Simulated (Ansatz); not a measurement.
## HCl: stationary points along a deformation path

Theory: DFT PBEsol, scalar-relativistic, plane waves, PAW (Ansatz 0.2.0). Settings: plane waves to 420 eV, k-mesh 16×16×16 (Γ-centred), Gaussian smearing 0.15 eV. No spin polarisation. Energies are free energies at this smearing, counted from the undisturbed cell; pressure is positive in compression.

Reference structure (as given, not relaxed at this level; it stands at -10.3 GPa, and it needn't be the usual structure):

```
H Cl
1.0
     0.00000    2.73750    2.73750
     2.73750    0.00000    2.73750
     2.73750    2.73750    0.00000
H Cl
1 1
Cartesian
  0.0000 0.0000 0.0000
  2.7375 2.7375 2.7375
```

At fixed volume and fractional coordinates, lengths along (0.577, 0.577, 0.577) are scaled against those across it; ρ is that ratio over its starting value. V = 20.515 Å³/atom. Δσ is the stress along the axis less the mean stress across it (compression positive).

```csv
ρ,ΔE (meV/atom),Δσ (GPa),space group
0.500,366.5,0.00,Pm-3m
0.600,280.9,8.99,R-3m
0.710,146.6,8.85,R-3m
0.850,36.7,5.08,R-3m
0.930,7.6,2.42,R-3m
1.000,0.0,0.00,Fm-3m
1.080,9.2,-2.85,R-3m
1.200,53.4,-6.99,R-3m
1.410,189.8,-12.43,R-3m
1.700,387.5,-10.18,R-3m
2.000,486.0,-3.65,R-3m
```

Question: How does the stress give the slope of the energy, and where is the energy stationary?

Answer: Along the path d ln(length) is 2/3 d ln ρ on the axis and −1/3 d ln ρ across it, so dE/d ln ρ = −(2/3) V Δσ: the energy falls with ρ where Δσ is positive. Δσ vanishes or changes sign at ρ = 0.500 (Pm-3m, an end of the scan), at 366.5 meV/atom; at ρ = 1.000 (Fm-3m), a minimum at 0.0 meV/atom. Pairs of stationary points between two samples would go unseen, and could change a minimum read from distant neighbours into a maximum. At ρ = 0.500, 1.000 the cell is cubic, where symmetry alone makes the stress isotropic and the slope zero.

Question: Which shear constant sets the curvature at ρ = 1?

Answer: For a cubic crystal E/V = (2/3) C (ln ρ)² with C = C44, so Δσ = −2C ln ρ. The parabola of Δσ against ln ρ through ρ = 0.930, 1 and 1.080 gives C ≈ 17.6 GPa with the ions clamped, rough because the steps are large. It is the stress–strain coefficient at this cell's pressure of -10.3 GPa, not the zero-pressure constant.

No gap shows at this level, though a semilocal functional can close a small gap that the real compound has; without a gap these slopes depend on the k mesh and the smearing.

Cost: 11 runs of about 1.4 core-minutes in all, on Arm Neoverse V1 (shared hosts).